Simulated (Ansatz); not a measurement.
Calculated with Ansatz: Bi2TeSe2, relaxation

Input:

```yaml
crystal:
  lattice:
    - [4.142666, 0.0, 0.0]
    - [-2.071333, 3.587659, 0.0]
    - [-2.071333, 1.195886, 9.618679]
  atoms:
    - { symbol: Bi, position: [0.39806, 0.60194, 0.19418] }
    - { symbol: Bi, position: [0.60194, 0.39806, 0.80582] }
    - { symbol: Se, position: [0.2116, 0.7884, 0.6348] }
    - { symbol: Se, position: [0.7884, 0.2116, 0.3652] }
    - { symbol: Te, position: [0.0, 0.0, 0.0] }
  symmetry: { tolerance: 0.0003 }
kpoints:
  mp_grid: { grid: [6, 6, 6], shift: [0, 0, 0] }
magnetization:
  spin_polarized: false
scf:
  occupations: { method: gaussian, width: 0.0472 }
  lower_state_search: "off"
hamiltonian:
  pseudopotentials: { kind: paw }
  xc: r2scan
basis:
  ecutwfc: 500
  fft_grid_basis: typed
relax:
  max_steps: 60
output:
  forces: true
  stress: true
  eigenvalues: true
  bader: true
  populations: true
  elf: true
  write_potential: true
  volumetric_format: npy
  dos:
    e_range: [-12, 8]
    de: 0.05
    projected: { site_lists: { Bi: [Bi], Se: [Se], Te: [Te] } }
checkpoint:
  read: saved_state
```

The command:

```bash
ansatz run input.yaml --threads 2 --pin off --max-ram 2560MiB --backend cpu --events-out ev --progress --plain --runs-dir out
```

Origin of the cell: a database entry, scaled a little.

The saved state is a converged single point of the same cell.

Steps:

```json
{"step": "1", "ΔF (meV/atom)": "0.0", "max force component (eV/Å)": "2.091", "SCF iterations": "6", "step was": "accepted"}
{"step": "2", "ΔF (meV/atom)": "-69.3", "max force component (eV/Å)": "0.694", "SCF iterations": "7", "step was": "accepted"}
{"step": "3", "ΔF (meV/atom)": "-82.3", "max force component (eV/Å)": "0.175", "SCF iterations": "6", "step was": "accepted"}
{"step": "4", "ΔF (meV/atom)": "-83.2", "max force component (eV/Å)": "0.010", "SCF iterations": "5", "step was": "accepted"}
{"step": "5", "ΔF (meV/atom)": "-83.2", "max force component (eV/Å)": "0.001", "SCF iterations": "5", "step was": "accepted"}
```

Step 1, with forces in eV/Å:

```xyz
5
Lattice="4.143 0.000 0.000 -2.071 3.588 0.000 -2.071 1.196 9.619" Properties=species:S:1:pos:R:3:forces:R:3 pbc="T T T" step=1
Bi    0.000    2.392    1.868    0.000    0.000    2.091
Bi    0.000    2.392    7.751    0.000    0.000   -2.091
Se   -2.071    3.588    6.106    0.000    0.000    0.521
Se    2.071    1.196    3.513    0.000    0.000   -0.521
Te    0.000    0.000    0.000    0.000    0.000    0.000
```

Step 2, with forces in eV/Å:

```xyz
5
Lattice="4.143 0.000 0.000 -2.071 3.588 0.000 -2.071 1.196 9.619" Properties=species:S:1:pos:R:3:forces:R:3 pbc="T T T" step=2
Bi    0.000    2.392    2.068    0.000    0.000   -0.342
Bi    0.000    2.392    7.551    0.000    0.000    0.342
Se   -2.071    3.588    6.110    0.000    0.000   -0.694
Se    2.071    1.196    3.508    0.000    0.000    0.694
Te    0.000    0.000    0.000    0.000    0.000    0.000
```

Step 3, with forces in eV/Å:

```xyz
5
Lattice="4.143 0.000 0.000 -2.071 3.588 0.000 -2.071 1.196 9.619" Properties=species:S:1:pos:R:3:forces:R:3 pbc="T T T" step=3
Bi    0.000    2.392    2.110    0.000    0.000    0.065
Bi    0.000    2.392    7.509    0.000    0.000   -0.065
Se   -2.071    3.588    5.963    0.000    0.000    0.175
Se    2.071    1.196    3.655    0.000    0.000   -0.175
Te    0.000    0.000    0.000    0.000    0.000    0.000
```

Step 5, with forces in eV/Å:

```xyz
5
Lattice="4.143 0.000 0.000 -2.071 3.588 0.000 -2.071 1.196 9.619" Properties=species:S:1:pos:R:3:forces:R:3 pbc="T T T" step=5
Bi    0.000    2.392    2.099    0.000    0.000    0.000
Bi    0.000    2.392    7.519    0.000    0.000    0.000
Se   -2.071    3.588    5.994    0.000    0.000    0.001
Se    2.071    1.196    3.624    0.000    0.000   -0.001
Te    0.000    0.000    0.000    0.000    0.000    0.000
```

```
Free energy lowered by  : 83.2 meV/atom
Final pressure          : 4.55 GPa
Relaxation steps listed : 5
```

Caveats: no spin-orbit coupling, though heavy elements are present; the SCF threshold is looser than advised for a stress; the database entry stands far from equilibrium and may be faulty; the relaxation held the start's symmetry, so the end may be a saddle point.

It ran for 110 s on 2 threads of Arm Neoverse V1, on a shared host, peak memory 0.97 GiB, from a saved density.
